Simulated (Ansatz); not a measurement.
EuB$_{2}$Rh$_{3}$ in space group P6/mmm (No. 191; Eu on 1a, Rh on 3g, B on 2c), the program Ansatz at the PBE level (PAW), all energies at zero smearing, with the estimated change up to a 700 eV cutoff added, with one set of potentials and settings (totals compare only within such a set). Cell of 6 atoms (1 Eu, 3 Rh, 2 B): -28290.703 eV.

```
element                            reference phase  E (eV/atom)
-------  -----------------------------------------  -----------
Eu       Cmcm, 2 atoms in the cell, spin-polarised   -8766.4964
Rh                      Fm-3m, 1 atoms in the cell   -6402.8911
B                       R-3m, 12 atoms in the cell    -155.9161
```

Formation energy per atom, worked out: (-28290.703 − 1×(-8766.4964) − 3×(-6402.8911) − 2×(-155.9161))/6 = -0.617 eV/atom (-60 kJ per mol of atoms), at 0 K, without zero-point energy or fitted corrections.

The workflow started from an entry of the Crystallography Open Database (COD). Whether it is the stable phase at ambient conditions was not checked. The PBE relaxation kept the symmetry of its start; whether a distortion lowers the energy is not shown. The final state is ferromagnetic, chosen from 4 collinear starts compared on coarse meshes (ties went to the first, and starts can fall back to one state), not a proven ground state. The 4f shell is in the valence, and the state reached may lie above the lowest one. No Hubbard U is applied. The references are the lowest solids computed at this level, not always the standard phases. Scalar-relativistic: spin–orbit coupling is off unless named, which matters more the heavier the elements.

Potentials: the later of the program's two PAW sets.
